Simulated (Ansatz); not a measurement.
A: CdS (wurtzite), a = 4.1643 Å, b = 4.1643 Å, c = 6.7688 Å, α = 90.00°, β = 90.00°, γ = 120.00°
B: GaN (wurtzite), a = 3.183 Å, b = 3.183 Å, c = 5.184 Å, α = 90.00°, β = 90.00°, γ = 120.00°
C: TiAl (CuAu type, space group P4/mmm), a = b = 2.813 Å, c = 4.059 Å, α = β = γ = 90.00°
D: ZnS (wurtzite), a = 3.8070 Å, b = 3.8070 Å, c = 6.2462 Å, α = 90.00°, β = 90.00°, γ = 120.00°

Scan: energy against volume (even scaling of the relaxed cell, symmetry kept). All come from one method, each on a k mesh of its own. All were relaxed with their symmetry unable to fall. The PAW data are Ansatz's earlier set. TiAl is run without spin polarisation.

Order them by bulk modulus at fixed cell shape (fitted) (highest first) at the level r2SCAN (plane waves to 500 eV, PAW, scalar-relativistic; Ansatz, a first-principles code).

B (196 GPa), C (121 GPa), D (77.7 GPa), A (60.2 GPa)

(A scan under strain: stresses follow from slopes of the energy per volume, elastic moduli from its curvatures.)
